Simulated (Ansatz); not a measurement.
Relaxed bulk W:

```xyz
1
Lattice="0.0000 1.9990 1.9990 1.9990 0.0000 1.9990 1.9990 1.9990 0.0000" Properties=species:S:1:pos:R:3 pbc="T T T"
W     0.0000    0.0000    0.0000
```

Miller indices refer to the conventional cell of Fm-3m (No. 225), a = 3.998 Å, b = 3.998 Å, c = 3.998 Å, α = 90.00°, β = 90.00°, γ = 90.00°.

The (110) slab of 8 planes, 9.9 Å thick with 15 Å of vacuum as cut; outer planes W (top) and W (bottom).

Method: Ansatz 0.2.0, DFT PBEsol, scalar-relativistic, plane waves, PAW. Cutoff 420 eV; k points 12×9×1 on the computed 8-atom cell (Γ-centred); Gaussian smearing, width 0.10 eV; no spin polarisation. The cell repeats along c with a dipole correction in the vacuum.

The work function read from the bulk's Fermi level differs by 0.28 eV, so the slab's middle doesn't match the bulk reference (too thin, or relaxed to another structure or magnetic state).

With the atoms at the bulk's places:

```yaml
Surface_energy_mean_of_both_faces: 3.54 J/m²
Work_function: 4.24 eV
```

(1) What changes when all atoms relax within this surface cell and its symmetry?

Spin-orbit coupling is left out, which matters for the bands of heavy elements.

Answers

(1) The energy falls by 0.562 J/m² a face, and the largest move is 0.34 Å.

```yaml
Surface_energy_mean_of_both_faces: 2.97 J/m²
Work_function: 4.43 eV
```

```
plane (bottom to top) atoms spacing to next, bulk (Å) relaxed (Å) change (%)
                    1      W                      1.414        1.033       -26.9
                    2      W                      1.414        1.502        +6.2
                    3      W                      1.414        1.343        -5.0
                    4      W                      1.414        1.455        +2.9
                    5      W                      1.414        1.343        -5.0
                    6      W                      1.414        1.502        +6.2
                    7      W                      1.414        1.033       -26.9
                    8      W
```

The reference crystal is the fcc form of W, which isn't its usual structure.